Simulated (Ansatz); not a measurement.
The cell of Al2Cl is invented: random cell by space group and Wyckoff sites (P4mm, No. 99). Lengths were set from tabulated atomic sizes, so they are only a guess.

```cif
data_structure
_symmetry_space_group_name_H-M 'P4mm'
_symmetry_Int_Tables_number 99
_cell_length_a 3.7892
_cell_length_b 3.7892
_cell_length_c 4.7668
_cell_angle_alpha 90.000
_cell_angle_beta 90.000
_cell_angle_gamma 90.000
_cell_volume 68.44
loop_
_atom_site_label
_atom_site_type_symbol
_atom_site_symmetry_multiplicity
_atom_site_Wyckoff_symbol
_atom_site_fract_x
_atom_site_fract_y
_atom_site_fract_z
_atom_site_occupancy
Al1 Al 2 c 0.50000 0.00000 0.34803 1
Cl1 Cl 1 a 0.00000 0.00000 0.38485 1
```

These are results of DFT PBE, scalar-relativistic, plane waves, PAW (Ansatz), not measurements. Cutoff 420 eV, Gaussian smearing, Γ-centred meshes. Cell and atoms relax first on a coarse mesh and then on a finer one. In between, the cell is made exact in the group found at 0.06 Å. In metals the finer mesh still leaves noise of several meV/atom or more. The steps can't lower the symmetry of their start. No spin polarisation.

A guess keeps its type if space group and coordination stay and the shape of the cell changes little (axis ratios within about 15 %, angles within 6°); the volume may change.

Q: Does it keep its structure type, or change into something else?

A: It doesn't keep its type. The symmetry goes from P4mm (No. 99) to P4/mmm (No. 123). The volume per atom grows by 6.0 %, from 22.8 to 24.2 Å³. The shortest distance goes from 1.90 Å (Al–Cl) to 2.70 Å (Al–Al). Counting neighbours within 15 % of an atom's shortest distance, the start has Al 2, Cl 4 and the end Al 4, Cl 8. In detail, at the end Al is surrounded by 4 Al at 2.70 Å and 4 Cl at 3.13 Å; Cl is surrounded by 8 Al at 3.13 Å and 4 Cl at 3.82 Å (long contacts).

```
Al Cl
1.0
     3.82103    0.00000    0.00000
     0.00000    3.82103    0.00000
     0.00000    0.00000    4.97027
Al Cl
2 1
Cartesian
  1.9105 0.0000 0.0000
  0.0000 1.9105 0.0000
  0.0000 0.0000 2.4851
```

The last run used a 12×12×10 mesh (in the run's order of axes) for its 3-atom cell and Gaussian smearing of 0.10 eV. The end has P4mm (No. 99) at a tolerance of 0.01 Å; the cell shown is made exact in the group found at 0.05 Å. No dispersion correction is applied, so the spacing and binding between layers, chains or molecules are poorly described. An odd number of electrons in the primitive cell allows no gap without spin; a larger cell or a magnetic state could open one. A structure relaxed within its symmetry needn't be a true minimum.
